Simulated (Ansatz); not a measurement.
Relaxed-ion elastic tensor of Ti₂C in space group Fd-3m (No. 227; Ti on 32e, C on 16d) in GPa (Voigt order), PBEsol (plane waves, PAW; program Ansatz); density 4.58 g/cm³, 13.01 Å³ per atom.

```
210  117  117  0.0  0.0  0.0
117  210  117  0.0  0.0  0.0
117  117  210  0.0  0.0  0.0
0.0  0.0  0.0  119  0.0  0.0
0.0  0.0  0.0  0.0  119  0.0
0.0  0.0  0.0  0.0  0.0  119
```

Problem. Is the crystal mechanically stable?

Solution. Yes: the smallest eigenvalue of C is 93.6 GPa.

Problem. Work out the Voigt, Reuss and Hill averages.

Solution. K_V = 148, K_R = 148, K_H = 148; G_V = 90.4, G_R = 73.7, G_H = 82.0 GPa.

Problem. Give Young's modulus, Poisson's ratio, Pugh's ratio and the universal anisotropy index.

Solution. E = 9KG/(3K + G) = 208 GPa; ν = 0.27; K/G = 1.80 (near the Pugh limit of 1.75, no verdict); A_U = 5G_V/G_R + K_V/K_R − 6 = 1.13.

Problem. Estimate the sound speeds and the Debye temperature.

Solution. v_l = √((K + 4G/3)/ρ) = 7490 m/s, v_t = √(G/ρ) = 4230 m/s, mean 4710 m/s; Θ = (h/k)(3n/4πV)^(1/3) v_m = 596 K.

Problem. Give the Zener ratio and Young's modulus along [100], [110] and [111].

Solution. A = 2C44/(C11 − C12) = 2.55; 1/E = S11 − 2(S11 − S12 − S44/2)Γ with Γ = 0, 1/4, 1/3 gives 127, 216, 282 GPa.

Problem. Solve the Christoffel equation for the three sound speeds along [100], [110], [111].

Solution. Eigenvalues of C_ijkl n_j n_l equal ρv². In km/s, slowest first: [100] 5.10, 5.10, 6.77; [110] 3.20, 5.10, 7.86; [111] 3.94, 3.94, 8.18.

The workflow started from a Materials Project entry (that database holds measured and hypothetical structures alike); the Crystallography Open Database copy checked does not list it. Its standing as an ambient phase is unchecked. The PBEsol relaxation kept the symmetry of its start; its stability against distortions is not shown here. The run is not spin-polarised. As this level gives no gap, shear constants depend on the k-mesh and smearing (Fermi–Dirac, 0.1 eV here).

Potentials: the earlier of the program's two PAW sets. The files were generated under PBE; for other functionals the program regenerates the frozen cores, and for LDA and PBEsol the local potential too.
